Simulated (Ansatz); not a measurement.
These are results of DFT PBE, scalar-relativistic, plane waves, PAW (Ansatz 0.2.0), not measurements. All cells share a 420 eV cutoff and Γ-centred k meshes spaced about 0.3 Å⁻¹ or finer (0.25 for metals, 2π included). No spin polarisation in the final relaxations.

These are static total energies at zero pressure. All come from trial cells, and lower structures may exist.

**Question.** Order these relaxed structures of Al₄BSbP₂ by energy, lowest first, with the energy over the lowest of them.
1.

```xyz
8
Lattice="-2.7915 2.7915 5.3996 2.7915 -2.7915 5.3996 2.7915 2.7915 -5.3996" Properties=species:S:1:pos:R:3 pbc="T T T"
Al    1.3852    1.1490   -1.5942
Al    1.4063    1.6426    3.8054
Al    1.6426   -1.4063    6.9938
Al    1.1490    4.1978    1.5942
B     0.0000    2.7915    2.6998
Sb    0.0000    0.0000    5.3996
P     2.7915    0.0000    2.6998
P     0.0000    0.0000    0.0000
```

2.

```xyz
8
Lattice="-2.6568 2.6568 5.9123 2.6568 -2.6568 5.9123 2.6568 2.6568 -5.9123" Properties=species:S:1:pos:R:3 pbc="T T T"
Al    1.5824    1.5824   -1.5365
Al   -1.0744    1.0744    7.4488
Al    1.0744    1.0744    4.3757
Al    1.0744   -1.0744    7.4488
B     0.0000    0.0000    5.9123
Sb    0.0000    0.0000    0.0000
P     0.0000    2.6568    2.9561
P     2.6568    0.0000    2.9561
```

3.

```xyz
8
Lattice="5.3267 0.0000 0.0000 0.0000 5.3267 0.0000 0.0000 0.0000 5.9078" Properties=species:S:1:pos:R:3 pbc="T T T"
Al    1.1235    4.2032    4.3873
Al    4.2032    1.1235    4.3873
Al    4.2032    4.2032    1.5204
Al    1.1235    1.1235    1.5204
B     0.0000    0.0000    0.0000
Sb    2.6634    2.6634    0.0000
P     0.0000    2.6634    2.9539
P     2.6634    0.0000    2.9539
```

4.

```xyz
8
Lattice="3.8267 0.0000 0.0000 -1.9134 3.3141 0.0000 0.0000 0.0000 13.5249" Properties=species:S:1:pos:R:3 pbc="T T T"
Al    0.0000    2.2094    6.3904
Al    0.0000    2.2094    0.3395
Al    1.9134    1.1047    3.1859
Al    1.9134    1.1047   10.6151
B     0.0000    2.2094    2.4651
Sb    0.0000    2.2094    9.1527
P     1.9134    1.1047    5.6471
P     1.9134    1.1047   12.9227
```

**Answer.** 2 (0 meV/atom), 3 (40 meV/atom), 1 (58 meV/atom), 4 (108 meV/atom). Forms: 2 I-42m; 3 P-42m; 1 I-4; 4 P3m1. Counting B, P or Sb atoms around Al (for each partner element, those within 1.25 times its shortest distance or 1.15 times the sum of covalent radii, where it is the nearest in units of that sum or under 1.3): cell 2 has Al 4; cell 3 has Al 4; cell 1 has Al 4; cell 4 has Al 4.

These runs have no spin–orbit coupling, which can matter for Sb. The I-42m cell has imaginary phonons, to 14i cm⁻¹ on its k mesh, which in a cell without a gap can be an artefact. Without a clear test, and held by symmetry: P-42m, I-4 and P3m1.

Some types were kept out of the candidates beforehand, so the set may lack a known form.
